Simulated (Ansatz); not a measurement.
NbPO5:
```yaml
crystal:
  lattice:
    - [6.44851, 0.00000, 0.00000]
    - [0.00000, 6.44851, 0.00000]
    - [0.00000, 0.00000, 4.07197]
  atoms:
    - { symbol: Nb, position: [0.50000, 0.00000, 0.22144] }
    - { symbol: Nb, position: [0.00000, 0.50000, 0.77856] }
    - { symbol: P, position: [0.00000, 0.00000, 0.50000] }
    - { symbol: P, position: [0.50000, 0.50000, 0.50000] }
    - { symbol: O, position: [0.00000, 0.80492, 0.71636] }
    - { symbol: O, position: [0.69508, 0.50000, 0.71636] }
    - { symbol: O, position: [0.00000, 0.19508, 0.71636] }
    - { symbol: O, position: [0.30492, 0.50000, 0.71636] }
    - { symbol: O, position: [0.50000, 0.69508, 0.28364] }
    - { symbol: O, position: [0.19508, 0.00000, 0.28364] }
    - { symbol: O, position: [0.50000, 0.30492, 0.28364] }
    - { symbol: O, position: [0.80492, 0.00000, 0.28364] }
    - { symbol: O, position: [0.00000, 0.50000, 0.21300] }
    - { symbol: O, position: [0.50000, 0.00000, 0.78700] }
```

Relaxed with PBEsol. Special points in fractions of this cell's reciprocal vectors: Γ (0.000, 0.000, 0.000); X (0.000, 0.500, 0.000); M (0.500, 0.500, 0.000); Z (0.000, 0.000, 0.500); R (0.000, 0.500, 0.500); A (0.500, 0.500, 0.500).

List the band energies nearest the valence-band maximum at these points for DFT-PBEsol in the program Ansatz with PAW potentials.

In eV from the valence-band maximum; about four levels below and three above (degenerate sets whole), none deeper than 8.9 eV; points with the same levels are listed once.

```csv
k,below,above
Γ,-1.04 -0.78 -0.78 0.00,3.60 4.07 4.07
X,-0.85 -0.85 -0.51 -0.51,3.61 3.61 3.66 3.66
M,-0.79 -0.79 -0.62 -0.62,3.28 3.28 3.59 3.59
Z,-0.17 -0.17 -0.09 -0.09,3.54 4.28 5.27 5.27
R,-0.58 -0.58 -0.04 -0.04,3.68 3.68 5.05 5.05
A,-0.87 -0.87 -0.27 -0.27,3.50 3.50 4.99 4.99
```

Space group P4/nmm. The first step of the workflow began from a Materials Project structure, measured or hypothetical; the Crystallography Open Database files this formula in space group No. 129, but the cells were not matched. Whether it is the stable phase at ambient conditions was not checked. The PBEsol relaxation kept the symmetry of its start; whether a distortion lowers the energy is not shown. No spin polarisation was allowed. Spin–orbit coupling is left out wherever it is not named.

Potentials: the later of the program's two PAW sets.
